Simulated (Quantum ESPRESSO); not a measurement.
pw.x input (Quantum ESPRESSO 7.5; PBEsol, PseudoDojo standard norm-conserving files, scalar-relativistic):

```
&CONTROL
  calculation = 'scf'
  pseudo_dir = './pseudo'
  outdir = './out'
  tprnfor = .true.
  tstress = .true.
/
&SYSTEM
  ibrav = 0
  nat = 2
  ntyp = 1
  ecutwfc = 100.0
  ecutrho = 400.0
  occupations = 'smearing'
  smearing = 'fd'
  degauss = 0.005
  nbnd = 30
/
&ELECTRONS
  conv_thr = 2e-10
/
ATOMIC_SPECIES
Lu 174.9668 Lu.upf
CELL_PARAMETERS angstrom
  3.518050142000   0.000000000000   0.000000000000
 -1.759025071000   3.046720795000   0.000000000000
  0.000000000000   0.000000000000   5.446080000000
ATOMIC_POSITIONS crystal
Lu   0.333333333000   0.666666667000   0.250000000000
Lu   0.666666667000   0.333333333000   0.750000000000
K_POINTS automatic
15 15 8 0 0 0
```

End of the output:

```
     total energy              =    -985.83542402 Ry
     estimated scf accuracy    <       0.00000017 Ry
     total energy              =    -985.83542414 Ry
     estimated scf accuracy    <          6.1E-09 Ry
     total energy              =    -985.83542414 Ry
     estimated scf accuracy    <          3.0E-09 Ry
[...]
     the Fermi energy is    14.4836 ev
!    total energy              =    -985.83542414 Ry
     estimated scf accuracy    <          1.6E-10 Ry
     smearing contrib. (-TS)   =      -0.00381753 Ry
     internal energy E=F+TS    =    -985.83160661 Ry
     The total energy is F=E-TS. E is the sum of the following terms:
     one-electron contribution =    -557.32152648 Ry
     hartree contribution      =     339.04677645 Ry
     xc contribution           =    -147.31118078 Ry
     ewald contribution        =    -620.24567579 Ry
     convergence has been achieved in   9 iterations
     Forces acting on atoms (cartesian axes, Ry/au):
     atom    1 type  1   force =     0.00000000   -0.00000000    0.00000000
     atom    2 type  1   force =    -0.00000000    0.00000000    0.00000000
     Total force =     0.000000     Total SCF correction =     0.000000
     Computing stress (Cartesian axis) and pressure
          total   stress  (Ry/bohr**3)                   (kbar)     P=      -27.21
  -0.00019442   0.00000000   0.00000000          -28.60        0.00        0.00
   0.00000000  -0.00019442   0.00000000            0.00      -28.60        0.00
   0.00000000  -0.00000000  -0.00016614            0.00       -0.00      -24.44
```

Geometry of the Materials Project entry, not relaxed at this level.
